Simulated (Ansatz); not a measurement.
**NMR crystallography of HfO2 with hydrogen replacing O: given against relaxed positions**

Start: a supercell of HfO2 (fluorite type, Fm-3m) built from a COD entry, with all atoms left at the host's positions.

Space group F-43m (No. 216); a = 10.2300 Å.

| site | Wyckoff | site symmetry | x | y | z |
| --- | --- | --- | --- | --- | --- |
| Hf1 | 16e | .3m | 0.3750 | 0.1250 | 0.3750 |
| Hf4 | 16e | .3m | 0.8750 | 0.8750 | 0.6250 |
| H | 4a | -43m | 0.5000 | 0.0000 | 0.5000 |
| O10 | 24g | 2.mm | 0.7500 | 0.0000 | 0.7500 |
| O16 | 4b | -43m | 0.0000 | 0.5000 | 0.0000 |
| O17 | 4d | -43m | 0.7500 | 0.7500 | 0.7500 |
| O18 | 24f | 2.mm | 0.0000 | 0.7500 | 0.0000 |
| O24 | 4c | -43m | 0.2500 | 0.2500 | 0.2500 |

One atom of each set is listed; the run and its k-mesh use a cell of 24 atoms with edges of 7.23, 7.23, 7.23 Å.

Computed with Ansatz: DFT, PBE, plane waves and PAW, scalar-relativistic, collinear spin, 420 eV cutoff, Γ-centred 3×3×3 k-points, Fermi–Dirac smearing 0.01 eV. Start moments as typed (μB): 1 on each H, none on the rest.

The largest force at the start is 0.87 eV/Å. Relaxing the ions at fixed cell moves them by 0.087 Å at most (atom 18, O) and 0.047 Å rms.

```json
{"site": "Hf1", "moved (Å)": "0.031", "first shell before": "7 O at 2.21 Å, 1 H at 2.21 Å", "first shell after": "7 O at 2.18–2.21 Å, 1 H at 2.25 Å", "V_zz before (10²¹ V/m²)": "17.58", "η before": "0.00"}
{"site": "Hf4", "moved (Å)": "0.022", "first shell before": "8 O at 2.21 Å", "first shell after": "8 O at 2.19–2.27 Å", "V_zz before (10²¹ V/m²)": "-0.12", "η before": "0.00"}
{"site": "H", "moved (Å)": "0.000", "first shell before": "4 Hf at 2.21 Å", "first shell after": "4 Hf at 2.25 Å; also 6 O at 2.47 Å", "V_zz before (10²¹ V/m²)": "0.00", "η before": "–"}
{"site": "O10", "moved (Å)": "0.012", "first shell before": "4 Hf at 2.21 Å", "first shell after": "4 Hf at 2.20–2.21 Å", "V_zz before (10²¹ V/m²)": "0.11", "η before": "0.31"}
{"site": "O18", "moved (Å)": "0.087", "first shell before": "4 Hf at 2.21 Å", "first shell after": "4 Hf at 2.18–2.27 Å", "V_zz before (10²¹ V/m²)": "1.64", "η before": "0.17"}
```

Problem. What are V_zz and η after the relaxation?

Solution. 

| site | V_zz after | η after | change of V_zz |
| --- | --- | --- | --- |
| Hf1 | 17.38 | 0.00 | -0.20 |
| Hf4 | -1.39 | 0.00 | -1.27 |
| H | 0.00 | – | 0.00 |
| O10 | -0.78 | 0.32 | – |
| O18 | 1.44 | 0.26 | -0.20 |

The largest change of V_zz along a kept axis is on Hf4, from -0.12 to -1.39. In per cent, |V_zz| changes by -1 on Hf (all sites that start above 2). On O10 the largest principal value lies along another axis in the second run, so the two V_zz can't be compared directly. Other sites without a gradient aren't listed. The electronic state changes along with the positions (absolute moment from 1.0 to 0.0 μB), so the changes aren't those of geometry alone.

The defect repeats with the cell of 24 atoms, so it feels its images: sites between two images don't show the values beside a lone defect, and zeros or small values of η there can come from the images' arrangement. This high-symmetry form of HfO2 is unstable when cold, to shifts of the oxygen columns, towards the tetragonal form. The symmetry of the cell holds that distortion back, wholly or in part, and it would change the field gradients, the more the larger the distortion. The defect cell has no gap above 0.1 eV on its mesh, so the values can hang on the smearing and the k-mesh. Without spin–orbit coupling the gradients at and beside Hf can be off by some per cent, at some sites by more.
Before: The run lost most of its start moments on H; a state with other moments may lie lower. The neighbours have not yet relaxed around the defect (largest force 0.87 eV/Å), so a real crystal will differ.
After: The relaxation keeps the site symmetry -43m of the start, so the impurity can't leave its site; a distortion that would localise the partly filled state isn't explored. The start moments die out, and the run ends without spin.
